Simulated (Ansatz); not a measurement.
YRu2Si2 (space group I4/mmm)

```xyz
5
Lattice="-2.0827 2.0827 4.7686 2.0827 -2.0827 4.7686 2.0827 2.0827 -4.7686" Properties=species:S:1:pos:R:3 pbc="T T T"
Y      0.0000     0.0000     0.0000
Si     0.0000     0.0000     3.4999
Si     0.0000     0.0000     6.0373
Ru     2.0827     0.0000     2.3843
Ru     0.0000     2.0827     2.3843
```

E(V) scan at fixed shape, V₀ the volume above. The atoms relax within the cell's symmetry.

Computed with r2SCAN (plane waves to 500 eV, PAW, scalar-relativistic; Ansatz, a quantum-chemistry and plane-wave program). k mesh 16×16×16 (Γ-centred), Fermi-Dirac smearing 0.05 eV. E stands for the smeared free energy. Stress and pressure are positive under compression. With the shape held, the modulus is that of even scaling; a crystal free to change shape is softer. YRu2Si2 is run without spin polarisation. YRu2Si2 was relaxed with its symmetry unable to fall. The zero of ΔE is the relaxed starting cell. The last digit holds for this mesh only.

```
V (Å³/atom)  ΔE (meV/atom)
-----------  -------------
15.555                33.6
15.754                21.0
15.952                11.5
16.151                 5.0
16.350                 1.2
16.548                 0.0
16.747                 1.2
16.945                 4.6
17.144                10.1
17.342            withheld
17.541                26.7
```

**Question.** Fit a third-order Birch-Murnaghan form (E₀, V₀, B₀, B₀′ free) to the given rows and predict ΔE at V = 17.342.

**Answer.** Least squares on the 10 given rows: ΔE = E₀ + (9V₀B₀/16)·y²·[2 + (B₀′ − 4)y], y = (V₀/V)^(2/3) − 1, with V₀ = 16.547 Å³/atom, B₀ = 160.5 GPa (160.2 GPa = 1 eV/Å³; the term in eV is multiplied by 1000), B₀′ = 4.87, E₀ = 0.01 meV/atom; root-mean-square residual 0.02 meV/atom. At 17.342 the fit gives 17.5 meV/atom; the calculation gives 17.5 meV/atom, the same to the digits shown. For the pressure the fit gives -6.7 GPa against the computed -6.7 GPa.

(A scan under strain: stresses follow from slopes of the energy per volume, elastic moduli from its curvatures.)
